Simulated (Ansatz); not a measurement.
**SiO2: ¹⁷O NMR of the central transition**

Cell: a structure deposited in the COD (the cell was measured well above room temperature), taken as it stands.

Space group P4_12_12 (No. 92); a = 4.9877, c = 6.9697 Å.

```csv
site,Wyckoff,site symmetry,x,y,z
Si,4a,..2,0.2949,0.2949,0.0000
O,8b,1,0.2416,0.0968,0.1747
```

One atom of each set is listed.

Method: Kohn–Sham DFT in Ansatz, PBE, plane waves and PAW (field gradients read without the response of the frozen cores, which leaves them typically 4 to 6 % off), scalar-relativistic, 420 eV cutoff, Γ-centred 5×5×4 k-points, Fermi–Dirac smearing 0.02 eV.

¹⁷O has I = 5/2 and Q = -25.58 mb (Pyykkö 2018); at 7.05 T its Larmor frequency is ν₀ = 40.7 MHz. Only the quadrupole interaction is simulated: positions count from each site's isotropic chemical shift, and J coupling is left out, as are shift anisotropy and dipolar coupling, which fast spinning averages.

(1) Simulate the second-order pattern (fast magic-angle spinning, Gaussian broadening 0.3 kHz) of site O (2 Si at 1.59–1.60 Å, angle 148°).

## Answers

(1) The calculation gives C_Q = -5.78 MHz and η = 0.12, so ν_Q = 0.866 MHz and the centre of gravity lies at -121 ppm (-4.94 kHz).

```
offset (kHz)  height
      -12.85       0
      -12.46       1
      -12.06       6
      -11.67       6
      -11.28       6
      -10.89       6
      -10.50       7
      -10.10       7
       -9.71       7
       -9.32       7
       -8.93       7
       -8.53       8
       -8.14      25
       -7.75      60
       -7.36      85
       -6.97      63
       -6.57      52
       -6.18      47
       -5.79      45
       -5.40      44
       -5.00      43
       -4.61      44
       -4.22      45
       -3.83      47
       -3.44      51
       -3.04      57
       -2.65      70
       -2.26     100
       -1.87      81
       -1.48      49
       -1.08       3
       -0.69       0
```

At O V_zz runs parallel to the line that joins its two neighbours (within 1°).

The calculated pressure of 9 GPa (PBE) comes largely from the unrelaxed atoms: it is 1.0 GPa once they are relaxed in the same cell. The largest force is 0.7 eV/Å, so the atoms aren't at the calculated equilibrium and relaxing them would move these values.
